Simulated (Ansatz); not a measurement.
MoSe2:
```
CELL_PARAMETERS angstrom
      3.27705     0.00000     0.00000
     -1.63853     2.83801     0.00000
      0.00000     0.00000    12.73283
ATOMIC_POSITIONS crystal
  Mo 0.66667 0.33333 0.75000
  Mo 0.33333 0.66667 0.25000
  Se 0.33333 0.66667 0.88147
  Se 0.66667 0.33333 0.11853
  Se 0.66667 0.33333 0.38147
  Se 0.33333 0.66667 0.61853
```

x, y and z are the axes in which the lattice vectors are written.

Question: Give the high-frequency dielectric tensor and the Born effective charge tensors of the independent atoms from DFPT, DFT-PBE+D3(BJ) in the program Ansatz with PAW potentials.

Answer: 
ε∞:
```
17.1  0.00  0.00
0.00  17.1  0.00
0.00  0.00  8.88
```
Z* of atom 1 (Mo), rows: field, columns: displacement, in e:
```
-1.80   0.00   0.00
 0.00  -1.80   0.00
 0.00   0.00  -1.09
```
Z* of atom 3 (Se), rows: field, columns: displacement, in e:
```
0.90  0.00  0.00
0.00  0.90  0.00
0.00  0.00  0.55
```

Static charges for comparison (Bader): Mo1 +0.96, Se3 -0.48 e. Born charges measure polarisation by displacement and can exceed these by far.

Space group P6_3/mmc. The PBE+D3(BJ) relaxation kept the symmetry of its start; phonons on a q-mesh show no instability. The run is not spin-polarised. Spin–orbit coupling is left out wherever it is not named.

Potentials: the later of the program's two PAW sets.
